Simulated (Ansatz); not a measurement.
Input and command of a plane-wave DFT calculation in Ansatz:

```yaml
crystal:
  lattice:
    - [0.0988473943, 1.9522360377, 1.9522360377]
    - [1.9522360377, 0.0988473943, 1.9522360377]
    - [1.9522360377, 1.9522360377, 0.0988473943]
  atoms:
    - { symbol: Rh, position: [0.0, 0.0, 0.0] }
basis:
  ecutwfc: 500
kpoints:
  mp_grid: { grid: [8, 8, 8] }
hamiltonian:
  xc: r2scan
scf:
  occupations: { method: gaussian, width: 0.15 }
output:
  forces: true
  stress: true
  eigenvalues: true
```

```bash
ansatz run input.yaml --threads 1 --pin off --max-ram 2560MiB --backend cpu --events-out ev --progress --plain --runs-dir out
```

Processor: AMD EPYC (Zen 3), 1 thread, on a host shared with other jobs.

Question: Estimate time, memory and problem size.

Answer: About 3.2 s on 1 thread of AMD EPYC (Zen 3), with other jobs on the host, peak memory 0.35 GiB. It solves 13 bands at 65 k points (the mesh reduced by the symmetry that the task leaves, which can be less than the crystal's) with about 339 plane waves, in 7 SCF iterations.
